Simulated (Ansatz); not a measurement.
One starting cell of HfO₂ (a generated cell, HfO2 built in the tetragonal-ZrO2 structure type) was relaxed twice with Ansatz (plane waves, PAW, scalar-relativistic): with PBEsol at 420 eV and with PBE at 420 eV. The PBEsol result:

```cif
data_Hf2O4
_chemical_formula_sum 'Hf2 O4'
_space_group_name_H-M_alt 'P42/nmc :1'
_space_group_IT_number 137
_space_group_name_Hall 'P 4n 2n -1n'
_cell_length_a 3.56753
_cell_length_b 3.56753
_cell_length_c 5.16669
_cell_angle_alpha 90.000
_cell_angle_beta 90.000
_cell_angle_gamma 90.000
loop_
_space_group_symop_operation_xyz
  'x, y, z'
  '-y+1/2, x+1/2, z+1/2'
  '-x, -y, z'
  'y+1/2, -x+1/2, z+1/2'
  'x+1/2, -y+1/2, -z+1/2'
  '-y, -x, -z'
  '-x+1/2, y+1/2, -z+1/2'
  'y, x, -z'
  '-x+1/2, -y+1/2, -z+1/2'
  'y, -x, -z'
  'x+1/2, y+1/2, -z+1/2'
  '-y, x, -z'
  '-x, y, z'
  'y+1/2, x+1/2, z+1/2'
  'x, -y, z'
  '-y+1/2, -x+1/2, z+1/2'
loop_
_atom_site_label
_atom_site_type_symbol
_atom_site_symmetry_multiplicity
_atom_site_Wyckoff_symbol
_atom_site_fract_x
_atom_site_fract_y
_atom_site_fract_z
_atom_site_occupancy
Hf1 Hf 2 a 0.00000 0.00000 0.00000 1
O1 O 4 d 0.00000 0.50000 0.20010 1
```

| quantity | PBEsol | PBE |
|---|---|---|
| space group | P4₂/nmc | P4₂/nmc |
| volume (Å³/atom) | 10.96 | ___ |
| a (Å) | 3.568 | ___ |
| c (Å) | 5.167 | ___ |
| gap (eV, no spin-orbit coupling) | 4.57 | ___ |
| pressure at 150 % of the level's own volume (GPa) | -43.8 | ___ |

**Question.** What does PBE give for the same quantities?

**Answer.** 
- volume (Å³/atom), PBE: 11.40
- a (Å), PBE: 3.605
- c (Å), PBE: 5.265
- gap (eV, no spin-orbit coupling), PBE: 4.67
- pressure at 150 % of the level's own volume (GPa), PBE: -40.3

Both levels end in the same structure; PBE's volume is 4.0 % larger; its gap is 0.10 eV larger. Neither column is exact.

No spin polarisation in the result.

The run could not lose the symmetry of its start.

Ansatz is a first-principles code.
